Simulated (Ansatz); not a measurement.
Space group I4/mcm (No. 140). a = 6.506 Å, b = 6.506 Å, c = 5.319 Å, α = 90.00°, β = 90.00°, γ = 90.00°
```
atom site symmetry x y z
  Mn    4a       422  0.0000  0.0000  0.7500
  Sn    8h m.2m  0.6645  0.1645  0.0000
```

Equation of state of this MnSn₂ structure (not necessarily the ground state), with shape and atoms relaxed at each volume where symmetry leaves them free. It has no gap at any of these volumes. All numbers below come from DFT PBEsol, scalar-relativistic, plane waves, PAW (Ansatz 0.2.0).

Settings: cutoff 420 eV, Γ-centred mesh 8×8×8 on the computed 6-atom cell, Gaussian smearing of 0.10 eV; collinear spin.

| V (Å³/atom) | E − E(largest V) (meV/atom) | P (GPa) |
| --- | --- | --- |
| 17.073 | 38.38 | 11.49 |
| 17.636 | 6.05 | 7.00 |
| 18.199 | -11.82 | 3.20 |
| 18.762 | -17.26 | -0.02 |
| 19.325 | -12.40 | -2.57 |
| 19.887 | 0.00 | -4.39 |

Question: Fit a third-order Birch–Murnaghan equation to E(V).

Answer: V0 = 18.77 Å³/atom, B0 = 94 GPa, B0' = 5.8.

Only parallel moments were tried here.